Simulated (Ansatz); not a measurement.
**Data sheet: Ta3Sb (DFT)**

Ta3Sb:
```
CELL_PARAMETERS angstrom
      5.26971     0.00000     0.00000
      0.00000     5.26971     0.00000
      0.00000     0.00000     5.26971
ATOMIC_POSITIONS crystal
  Ta 0.25000 0.00000 0.50000
  Ta 0.50000 0.75000 0.00000
  Ta 0.75000 0.00000 0.50000
  Ta 0.50000 0.25000 0.00000
  Ta 0.00000 0.50000 0.75000
  Ta 0.00000 0.50000 0.25000
  Sb 0.00000 0.00000 0.00000
  Sb 0.50000 0.50000 0.50000
```

Space group Pm-3n (No. 223), A15 (Cr3Si type); conventional cell a = b = c = 5.270 Å, α = β = γ = 90.00°.

Method: the program Ansatz at the r²SCAN level (PAW). Geometry: relaxed at this level of theory. Other levels are named where they apply.

Cell and energy:

```
Quantity                                                       Value
-----------------------------------------------------  -------------
Volume per atom                                             18.29 Å³
Density                                                  15.08 g/cm³
Formation energy from the elements (no fitted shifts)  -162 meV/atom
```

Electronic structure:

```
Quantity                                                                    Result
------------------------------------  --------------------------------------------
Electronic character                                             metallic (no gap)
Density of states at the Fermi level  0.24 states/eV per atom (mean over ±0.08 eV)
Gap with spin–orbit coupling                                       none (metallic)
```

Mechanics:

```
Quantity                             Result
----------------------------------  -------
Bulk modulus (Birch–Murnaghan fit)  199 GPa
Pressure derivative B′                  4.2
```

Charges:

```
Quantity                      Value
-------------  --------------------
Bader charges  Ta +0.36, Sb -1.07 e
```

The workflow started from an entry of the Crystallography Open Database (COD). Whether it is the stable phase at ambient conditions was not checked. Symmetry was held in the r²SCAN relaxation; its stability against distortions is not shown here. The run is not spin-polarised. The references are the lowest solids computed at this level, not always the standard phases. Scalar-relativistic: spin–orbit coupling is off unless named, which matters more the heavier the elements.

Potentials: the later of the program's two PAW sets.
